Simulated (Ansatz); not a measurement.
TiAl2 in space group Cmmm (No. 65; Ti on 4i, Al on 2b, Al on 2d, Al on 4j) under volume change, PBEsol (plane waves, PAW; program Ansatz), shape and atoms relaxed at each volume.

```
V (Å³/atom)  E − E(relaxed) (meV/atom)  P (GPa)
-----------  -------------------------  -------
14.161                            52.7    13.05
14.628                            22.2     8.03
15.095                             ___      ___
15.562                             0.0     0.00
16.029                             4.8    -3.20
16.495                            18.2    -5.94
16.962                             ___      ___
```

Q: Some entries are withheld; supply them.

A: 
- 15.095, E − E(relaxed) (meV/atom): 5.3
- 15.095, P (GPa): 3.71
- 16.962, E − E(relaxed) (meV/atom): 39.0
- 16.962, P (GPa): -8.30

Q: What does a third-order Birch–Murnaghan fit give for V₀, B₀ and B′?

A: V₀ = 15.56 Å³/atom, B₀ = 115 GPa, B′ = 4.0.

The first step of the workflow began from a Materials Project structure, measured or hypothetical; the Crystallography Open Database files this formula in space group No. 65, but the cells were not matched. Whether it is the stable phase at ambient conditions was not checked. The cell was relaxed with PBEsol under the symmetry of its start; whether a distortion lowers the energy is not shown. No spin polarisation was allowed.

Potentials: the later of the program's two PAW sets.
